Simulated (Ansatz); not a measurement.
MgCo4Ge6:
```xyz
11
Lattice="-3.0510 3.0510 4.2982 3.0510 -3.0510 4.2982 3.0510 3.0510 -4.2982" Properties=species:S:1:pos:R:3 pbc="T T T"
Mg     0.0000     0.0000     0.0000
Co     1.9473     1.9473     0.6761
Co    -1.1037     1.1037     3.6221
Co     1.1037     1.1037     4.9743
Co     1.1037    -1.1037     3.6221
Ge     1.0118     1.0118     2.5303
Ge     1.0118    -1.0118     6.0660
Ge     2.0392     2.0392    -1.7678
Ge    -1.0118     1.0118     6.0660
Ge     0.0000     3.0510     0.0000
Ge     3.0510     0.0000     0.0000
```

Relaxed with r²SCAN. Special points in fractions of this cell's reciprocal vectors: Γ (0.000, 0.000, 0.000); X (0.000, 0.000, 0.500); P (0.250, 0.250, 0.250); N (0.000, 0.500, 0.000); M (0.500, 0.500, -0.500); S (0.376, 0.624, -0.376); S0 (-0.376, 0.376, 0.376); R (-0.252, 0.252, 0.500); G (0.500, 0.500, -0.252).

**Question.** List the band energies nearest the Fermi level at these points for plane-wave PAW r²SCAN (Ansatz code).

**Answer.** In eV from the Fermi level; about four levels below and three above (degenerate sets whole), none deeper than 8.9 eV; points with the same levels are listed once.

```tsv
k	below	above
Γ	-1.17 -1.17 -0.88 -0.87 -0.87	0.00 0.22 1.22
X	-1.54 -1.51 -0.95 -0.85	0.50 0.53 0.97
P	-1.57 -1.51 -1.51 -0.59	0.45 0.45 0.87
N	-1.43 -1.39 -1.04 -0.57	0.71 0.89 1.18
M	-1.44 -0.99 -0.99 -0.46	0.06 0.06 0.67
S	-1.23 -1.07 -1.06 -0.19	0.51 1.13 1.37
R	-1.47 -1.36 -1.19 -1.02	0.20 0.71 0.88
```

Space group I-42m. The workflow started from a Materials Project entry (that database holds measured and hypothetical structures alike); the Crystallography Open Database copy checked does not list it. Its standing as an ambient phase is unchecked. Symmetry was held in the r²SCAN relaxation; whether a distortion lowers the energy is not shown. No spin polarisation was allowed. Scalar-relativistic: spin–orbit coupling is off unless named, which matters more the heavier the elements.

Potentials: the earlier of the program's two PAW sets.
